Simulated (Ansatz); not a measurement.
# Os (fcc, Cu type), frozen-phonon scan

Os (fcc, Cu type)

```
Os
1.0
    0.00000     3.80249     3.80249
    1.90125     1.90125     3.80249
    1.90125     1.90125     0.00000
Os
2
Direct
  0.00000   0.00000   0.00000
  0.50000   0.00000   0.00000
```

The atoms are displaced by Q × the pattern below (from a DFPT mode at X = (0.5, 0.5, 0.0), largest move 1; Q in Å), at fixed cell. It is one choice among 2 degenerate patterns. (q is in reciprocal vectors of the primitive cell; the cell shown is doubled to hold the pattern.)

```tsv
atom	x	y	z
Os1	0.000	1.000	0.000
Os2	0.000	-1.000	0.000
```

These are LDA (plane waves to 420 eV, PAW, scalar-relativistic; Ansatz, a first-principles code) values and carry that method's errors. k mesh 21×21×21 (Γ-centred), Fermi-Dirac smearing 0.05 eV. Energies are smeared free energies. Compression counts positive. With partly filled bands, energies and forces of such displacements shift with the k mesh and the smearing. Os is run without spin polarisation. Os was relaxed with its symmetry unable to fall. Spin-orbit coupling is left out, though Os is heavy. This is one of several known forms of Os; the measured ambient cells at hand have space group No. 194. ΔE is measured from the undisplaced structure.

```json
[
 {"Q (Å)": "-0.180", "ΔE (eV/cell)": "0.420", "−dE/dQ from forces (eV/Å)": "5.329", "P (GPa)": "13.1"},
 {"Q (Å)": "-0.150", "ΔE (eV/cell)": "0.279", "−dE/dQ from forces (eV/Å)": "4.091", "P (GPa)": "9.0"},
 {"Q (Å)": "-0.120", "ΔE (eV/cell)": "0.172", "−dE/dQ from forces (eV/Å)": "3.047", "P (GPa)": "5.8"},
 {"Q (Å)": "-0.090", "ΔE (eV/cell)": "0.095", "−dE/dQ from forces (eV/Å)": "2.130", "P (GPa)": "3.2"},
 {"Q (Å)": "-0.060", "ΔE (eV/cell)": "0.042", "−dE/dQ from forces (eV/Å)": "1.413", "P (GPa)": "1.4"},
 {"Q (Å)": "-0.030", "ΔE (eV/cell)": "0.010", "−dE/dQ from forces (eV/Å)": "0.697", "P (GPa)": "0.3"},
 {"Q (Å)": "0.000", "ΔE (eV/cell)": "0.000", "−dE/dQ from forces (eV/Å)": "0.000", "P (GPa)": "0.0"},
 {"Q (Å)": "0.030", "ΔE (eV/cell)": "0.010", "−dE/dQ from forces (eV/Å)": "-0.697", "P (GPa)": "0.3"},
 {"Q (Å)": "0.060", "ΔE (eV/cell)": "0.042", "−dE/dQ from forces (eV/Å)": "-1.413", "P (GPa)": "1.4"},
 {"Q (Å)": "0.090", "ΔE (eV/cell)": "0.095", "−dE/dQ from forces (eV/Å)": "-2.130", "P (GPa)": "3.2"},
 {"Q (Å)": "0.120", "ΔE (eV/cell)": "0.172", "−dE/dQ from forces (eV/Å)": "-3.047", "P (GPa)": "5.8"},
 {"Q (Å)": "0.150", "ΔE (eV/cell)": "0.279", "−dE/dQ from forces (eV/Å)": "-4.091", "P (GPa)": "9.0"},
 {"Q (Å)": "0.180", "ΔE (eV/cell)": "0.420", "−dE/dQ from forces (eV/Å)": "-5.329", "P (GPa)": "13.1"}
]
```

Summary:

| Property | Value |
|---|---|
| Energy at Q = 0.180 Å | 420 meV/cell |
| Space group of the distorted cell | Cmcm (No. 63), lowered from Fm-3m |
| Symmetry of the curve | even: the same for both signs |
| Shape of the curve | a single well with its minimum at or next to zero displacement |
| Harmonic wavenumber from the curvature (finite differences) | 129 cm⁻¹ |
| Wavenumber by perturbation theory (DFPT, on another k mesh) | 129 cm⁻¹ |

(For displaced atoms, the force is minus the slope of the energy, and its curvature is a force constant, which sets phonon frequencies.)
